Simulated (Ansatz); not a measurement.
La₂O₃:
```
CELL_PARAMETERS angstrom
      3.94053     0.00000     0.00000
     -1.97027     3.41260     0.00000
      0.00000     0.00000     6.18801
ATOMIC_POSITIONS crystal
  La 0.66667 0.33333 0.75263
  La 0.33333 0.66667 0.24737
  O  0.66667 0.33333 0.35469
  O  0.33333 0.66667 0.64531
  O  0.00000 0.00000 0.00000
```

Relaxed with PBE. Special points in fractions of this cell's reciprocal vectors: Γ (0.000, 0.000, 0.000); M (0.500, 0.000, 0.000); K (0.333, 0.333, 0.000); A (0.000, 0.000, 0.500); L (0.500, 0.000, 0.500); H (0.333, 0.333, 0.500).

Task: List the band energies nearest the valence-band maximum at these points for plane-wave PAW PBE with spin–orbit coupling (Ansatz code).

Result: In eV from the valence-band maximum; about four levels below and three above (degenerate sets whole), none deeper than 8.9 eV; points with the same levels are listed once.

```tsv
k	below	above
Γ	-0.33 -0.33 -0.10 -0.10	4.22 4.22 4.56 4.56
M	-0.41 -0.41 -0.27 -0.27	3.82 3.82 4.62 4.62
K	-0.78 -0.78 -0.11 -0.11	3.84 3.84 4.66 4.66
A	-0.33 -0.33 -0.23 -0.23	4.60 4.60 4.67 4.67 4.68 4.68
L	-0.36 -0.36 0.00 0.00	4.32 4.32 4.54 4.54
H	-0.29 -0.29 -0.29 -0.29 -0.19 -0.19	4.20 4.20 4.76 4.76
```

Space group P-3m1 (La2O3 or Ni2Al3 type). Symmetry was held in the PBE relaxation.

Potentials: the earlier of the program's two PAW sets.
